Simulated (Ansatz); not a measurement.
Molecular dynamics on a 2×2×2 supercell (24 atoms) of NiS₂ (fluorite), relaxed with r2SCAN. Forces come from r2SCAN in the PAW code Ansatz: constant energy and volume (NVE), velocities drawn at 2200 K, steps of 1.5 fs. Computed, non-magnetic; the trajectory is short and the cell small, so nothing here is a converged average. The structure comes from a prototype and may be hypothetical.

```yaml
crystal:
  lattice:
    - [0.0, 5.6793306598, 5.6793306598]
    - [5.6793306598, 0.0, 5.6793306598]
    - [5.6793306598, 5.6793306598, 0.0]
  atoms:
    - { symbol: Ni, position: [0.0, 0.0, 0.0] }
    - { symbol: S, position: [0.125, 0.125, 0.125] }
    - { symbol: S, position: [0.375, 0.375, 0.375] }
    - { symbol: Ni, position: [0.0, 0.0, 0.5] }
    - { symbol: S, position: [0.125, 0.125, 0.625] }
    - { symbol: S, position: [0.375, 0.375, 0.875] }
    - { symbol: Ni, position: [0.0, 0.5, 0.0] }
    - { symbol: S, position: [0.125, 0.625, 0.125] }
    - { symbol: S, position: [0.375, 0.875, 0.375] }
    - { symbol: Ni, position: [0.0, 0.5, 0.5] }
    - { symbol: S, position: [0.125, 0.625, 0.625] }
    - { symbol: S, position: [0.375, 0.875, 0.875] }
    - { symbol: Ni, position: [0.5, 0.0, 0.0] }
    - { symbol: S, position: [0.625, 0.125, 0.125] }
    - { symbol: S, position: [0.875, 0.375, 0.375] }
    - { symbol: Ni, position: [0.5, 0.0, 0.5] }
    - { symbol: S, position: [0.625, 0.125, 0.625] }
    - { symbol: S, position: [0.875, 0.375, 0.875] }
    - { symbol: Ni, position: [0.5, 0.5, 0.0] }
    - { symbol: S, position: [0.625, 0.625, 0.125] }
    - { symbol: S, position: [0.875, 0.875, 0.375] }
    - { symbol: Ni, position: [0.5, 0.5, 0.5] }
    - { symbol: S, position: [0.625, 0.625, 0.625] }
    - { symbol: S, position: [0.875, 0.875, 0.875] }
kpoints:
  mp_grid: { grid: [2, 2, 2] }
hamiltonian:
  xc: r2scan
scf:
  occupations: { method: fermi_dirac, width: 0.19 }
md:
  ensemble: nve
  temperature: 2200
  timestep: 1.5
  n_steps: 30
  initial_velocities: maxwell_boltzmann
  seed: 4421
```

Run as `ansatz run input.yaml --threads 4 --pin off --max-ram 3686MiB --backend cpu --events-out ev --progress --plain --runs-dir out`. It ended after 7.6 min on 4 threads of Arm Neoverse N1, on a shared host; peak host memory 2.7 GiB.

```
step  t (fs)  T (K)  free energy F from step 0 (meV/atom)  kinetic energy (meV/atom)  largest force (eV/Å)
   0       0   2200                                   0.0                      272.5                  0.00
   1     1.5   2199                                   0.2                      272.4                  0.08
   2       3   2195                                   0.6                      271.9                  0.15
   3     4.5   2189                                   1.4                      271.1                  0.23
   4       6   2180                                   2.5                      270.0                  0.31
   5     7.5   2169                                   3.9                      268.7                  0.39
   6       9   2155                                   5.5                      267.0                  0.48
   7    10.5   2140                                   7.5                      265.0                  0.56
   8      12   2122                                   9.7                      262.8                  0.66
   9    13.5   2101                                  12.2                      260.3                  0.81
  10      15   2079                                  15.0                      257.5                  0.97
  11    16.5   2054                                  18.0                      254.5                  1.13
  12      18   2028                                  21.3                      251.2                  1.30
  13    19.5   2001                                  24.7                      247.8                  1.47
  14      21   1972                                  28.2                      244.3                  1.62
  15    22.5   1943                                  31.8                      240.7                  1.76
  16      24   1914                                  35.4                      237.1                  1.88
  17    25.5   1885                                  39.0                      233.6                  1.98
```

The temperature goes from 2200 K to 1885 K in 25.5 fs. The conserved energy stays within 0.01 meV an atom. By the last step the atoms have moved 0.29 Å in the root mean square, the drift of the whole cell taken out, 0.52 Å at most. The job's limit cut the run after 17 of 30 steps.

Positions (Å) and forces (eV/Å) at step 17:
```
Ni   0.013   0.128  -0.208     0.176   0.299   0.100
S    1.379   1.573   1.214    -0.074  -1.158   0.125
S    4.316   4.391   4.613    -0.268   0.242  -0.115
Ni   2.978   2.775  -0.032    -0.320   0.499   0.696
S    4.221   4.229   1.489     0.382  -0.549   0.470
S    6.596   7.158   4.376     0.451   1.085  -0.686
Ni   2.732  -0.236   2.769     0.181   0.220  -0.002
S    4.107   1.493   4.510    -0.450  -0.428  -0.337
S    7.259   4.419   7.261    -0.400   0.243  -0.666
Ni   5.505   2.923   2.801     0.187  -0.034  -0.065
S    6.932   4.260   4.316     0.960  -0.144  -0.453
S   10.026   6.983   6.846     0.196   0.309   0.196
Ni  -0.219   2.827   2.835     0.195   0.246  -0.275
S    1.830   4.279   4.225     0.199  -0.520   0.799
S    3.969   6.962   7.142    -0.026   0.382   0.712
Ni   2.989   5.534   2.778    -0.025   0.351   0.474
S    4.171   7.380   4.238     0.450  -0.529  -1.150
S    7.164   9.600   7.118    -0.783   1.118   0.921
Ni   2.693   2.841   5.824     0.955  -0.599  -1.346
S    4.476   4.327   6.934    -0.013  -0.320   0.414
S    7.108   6.979   9.715    -0.052   0.251  -0.259
Ni   6.000   5.672   5.661    -0.764  -1.238   1.338
S    7.222   7.319   7.426    -0.676   0.138  -0.037
S   10.144   9.984   9.975    -0.482   0.138  -0.855
```
